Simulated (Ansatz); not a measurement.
CrI$_{3}$ (ReO3 type, Pm-3m) at seven volumes, DFT-PBE in the program Ansatz with PAW potentials, scaled uniformly. One row is withheld.

```tsv
V (Å³/atom)	P (GPa)
38.845	2.87
40.126	?
41.407	0.79
42.687	0.00
43.968	-0.66
45.249	-1.21
46.529	-1.66
```

Q: Fit the shown pressures and predict the withheld one.

A: P = (3/2)B₀(x^(7/2) − x^(5/2))[1 + (3/4)(B′ − 4)(x − 1)] with x = (V₀/V)^(2/3). Least squares on the six rows gives V₀ = 42.686 Å³/atom, B₀ = 24.0 GPa, B′ = 5.06. At V = 40.126, x = 1.0421 and P = 1.74 GPa. The run itself gave 1.73 GPa.

A made-up cell: these elements were put on the sites of a structure type; neither database checked (COD, Materials Project) lists it. It is not the phase usual at ambient conditions (space group No. 148). The cell was relaxed with PBE under the symmetry of its start; whether a distortion lowers the energy is not shown. Magnetic state: ferromagnetic, chosen from 4 collinear starts compared on coarse meshes (ties went to the first, and starts can fall back to one state), not a proven ground state. No Hubbard U is applied. Scalar-relativistic: spin–orbit coupling is off unless named, which matters more the heavier the elements.

Potentials: the later of the program's two PAW sets.
